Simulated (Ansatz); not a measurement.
The relaxed structure here is a generated cell of ZrSe2: the first start was made by placing the elements on the sites of a structure type, and the end was not matched to a known phase here, so it may be hypothetical. Known forms of ZrSe2 include space group No. 164.

One stationary structure of ZrSe2. Space group Pnma (No. 62), AFLOW prototype A2B_oP12_62_2c_c (C23, as in PbCl2). Computed with PBE (plane waves to 420 eV, PAW, scalar-relativistic; Ansatz, an electronic-structure program).

```xyz
12
Lattice="7.2801 0.0000 0.0000 0.0000 3.9892 0.0000 0.0000 0.0000 8.7320" Properties=species:S:1:pos:R:3 pbc="T T T"
Zr     5.5153     0.9973     5.4172
Zr     1.8752     0.9973     7.6807
Zr     1.7649     2.9919     3.3147
Zr     5.4049     2.9919     1.0512
Se     4.6476     0.9973     8.0383
Se     1.0075     0.9973     5.0596
Se     2.6325     2.9919     0.6936
Se     6.2726     2.9919     3.6724
Se     3.8191     0.9973     3.0303
Se     0.1790     0.9973     1.3356
Se     3.4610     2.9919     5.7016
Se     7.1011     2.9919     7.3963
```

| Quantity | Value |
|---|---|
| Volume per atom | 21.13 Å³ |
| Band gap | 0.02 eV, direct at Γ (no spin-orbit coupling) |
| Shortest distances | Se–Zr 2.76 Å; Se–Se 3.16 Å |
| k-mesh | 5×10×5 |

Band energies at high-symmetry points (eV from the VBM; labels of this space group; no spin-orbit coupling), from −5 eV up to 2.7 eV:

```tsv
point	energies
Γ	-4.98 -4.87 -4.72 -4.03 -3.88 -3.66 -3.62 -3.40 -3.30 -3.21 -2.99 -2.78 -2.57 -2.22 -1.98 -1.92 -1.77 -1.40 -0.94 -0.87 -0.37 -0.12 0.00 0.02 0.84 0.85 1.31 1.36 1.45 1.50 1.86 1.96 2.26 2.38
X	-4.92 -4.92 -4.86 -4.86 -4.16 -4.16 -3.71 -3.71 -3.47 -3.47 -3.13 -3.13 -2.75 -2.75 -1.68 -1.68 -1.52 -1.52 -0.97 -0.97 -0.88 -0.88 -0.44 -0.44 0.86 0.86 1.14 1.14 1.28 1.28 1.59 1.59 2.27 2.27 2.64 2.64
S	-4.45 -4.45 -4.45 -4.45 -3.29 -3.29 -3.29 -3.29 -2.61 -2.61 -2.61 -2.61 -1.84 -1.84 -1.84 -1.84 -0.54 -0.54 -0.54 -0.54 1.60 1.60 1.60 1.60 2.11 2.11 2.11 2.11 2.34 2.34 2.34 2.34
Y	-4.88 -4.88 -4.44 -4.44 -3.44 -3.44 -2.79 -2.79 -2.52 -2.52 -2.39 -2.39 -2.05 -2.05 -1.95 -1.95 -1.46 -1.46 -0.64 -0.64 1.21 1.21 1.83 1.83 2.11 2.11 2.13 2.13 2.53 2.53
Z	-4.89 -4.89 -3.60 -3.60 -3.50 -3.50 -3.13 -3.13 -2.99 -2.99 -2.40 -2.40 -2.35 -2.35 -2.03 -2.03 -1.25 -1.25 -0.60 -0.60 -0.51 -0.51 0.70 0.70 1.16 1.16 1.19 1.19 1.42 1.42 2.49 2.49
U	-4.94 -4.94 -3.86 -3.86 -3.65 -3.65 -3.40 -3.40 -3.19 -3.19 -2.17 -2.17 -1.95 -1.95 -1.44 -1.44 -1.10 -1.10 -1.03 -1.03 -0.76 -0.76 1.16 1.16 1.17 1.17 1.27 1.27 2.15 2.15 2.24 2.24 2.32 2.32
R	-4.73 -4.73 -4.73 -4.73 -3.56 -3.56 -3.56 -3.56 -2.25 -2.25 -2.25 -2.25 -1.98 -1.98 -1.98 -1.98 -0.49 -0.49 -0.49 -0.49 1.58 1.58 1.58 1.58 2.02 2.02 2.02 2.02
T	-4.61 -4.61 -4.54 -4.54 -3.70 -3.70 -3.14 -3.14 -2.96 -2.96 -2.50 -2.50 -2.05 -2.05 -1.45 -1.45 -1.18 -1.18 -0.65 -0.65 1.33 1.33 1.89 1.89 2.10 2.10 2.24 2.24 2.52 2.52
```

No spin polarisation in the result.

The run could not lose the symmetry of its start; a randomly shaken copy of 12 atoms returns to this structure.
